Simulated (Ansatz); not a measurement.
Below is a relaxed structure of VBi2Se6. The cell was found from a structure generator's guess, not taken from experiment.

Level of theory: DFT PBE, scalar-relativistic, plane waves, PAW in Ansatz. Cutoff 420 eV, Γ-centred mesh, Gaussian smearing, collinear spin.

```
V Bi Se
1.0
     0.00000    4.74355    4.74355
     4.74355    0.00000    4.74355
     4.74355    4.74355    0.00000
V Bi Se
1 2 6
Cartesian
  0.0000 0.0000 0.0000
  2.3718 2.3718 2.3718
  7.1153 7.1153 7.1153
  2.4357 4.7435 4.7435
  4.7435 2.4357 4.7435
  4.7435 4.7435 2.4357
  7.0514 4.7435 4.7435
  4.7435 7.0514 4.7435
  4.7435 4.7435 7.0514
```

Formation energies are uncorrected and refer to the elements' standard structures at the same level.

Problem. What space group does it have?

Solution. Fm-3m (No. 225). Conventional cell: a = 9.487 Å. Around V lie 6 Se at 2.44 Å; Bi has 12 Se at 3.35 Å; around Se lie 1 V at 2.44 Å, 8 Se at 3.26–3.44 Å and 4 Bi at 3.35 Å.

Problem. How far does it lie from the elements in energy?

Solution. +0.03 eV/atom. The formation energy is too near zero to say whether this cell lies below the elements.

Problem. Is it a metal?

Solution. Yes, bands cross the Fermi level on the 8×8×8 mesh.

Problem. Which magnetic moments does it keep?

Solution. 0.05 μB per atom net, the space between the atoms included; by site: V 0.6 μB.

Problem. From what recipe could a structure generator have reached it?

Solution. One such recipe: perovskite family, tilts a0a0a0, rock order on B (Fm-3m, No. 225). Other recipes can lead to the same cell.

The last run used collinear spin, an 8×8×8 mesh for its 9-atom cell and Gaussian smearing of 0.10 eV. For metals, differences of a few meV/atom aren't resolved. Spin–orbit coupling, which can matter for Bi, is left out. No Hubbard U is applied to the 3d shell of V. The reference form of Se is held partly by dispersion forces, which this level lacks. Another magnetic order may lie lower. A structure relaxed within its symmetry needn't be a true minimum.
